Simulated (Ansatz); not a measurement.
## Is this ZrSi2O6 structure stable?

The structure comes from a generated guess, relaxed at this level; another structure or a mixture of phases may lie lower.

Theory: Ansatz 0.2.0, DFT PBE, scalar-relativistic, plane waves, PAW. The final run on the 9-atom cell used 420 eV, a Γ-centred 6×6×4 mesh, 0.02 eV smearing and no spin polarisation.

```
CELL_PARAMETERS angstrom
2.60598 -4.98067 0.00000
2.60598 4.98067 0.00000
0.00000 0.00000 6.04030
ATOMIC_POSITIONS crystal
Zr 0.50000 0.50000 0.50000
Si 0.00000 0.50000 0.84476
Si 0.50000 0.00000 0.15524
O 0.82337 0.58743 0.68961
O 0.22327 0.77673 0.00000
O 0.58743 0.82337 0.31039
O 0.17663 0.41257 0.68961
O 0.77673 0.22327 0.00000
O 0.41257 0.17663 0.31039
```

Formation energies are uncorrected and refer to the elements' standard structures at the same level (O₂ as a molecule).

**Question.** These tests were run: energy against the elements; phonons on a 2×2×1 q mesh. What do they show?

**Answer.**

| test | result |
| --- | --- |
| energy against the elements | −2.917 eV/atom |
| phonons on a 2×2×1 q mesh | imaginary modes down to 60i cm⁻¹ |

It fails one test: phonons on a 2×2×1 q mesh. So it isn't even a local minimum.

The run for the phonons used a 6×6×4 k mesh.
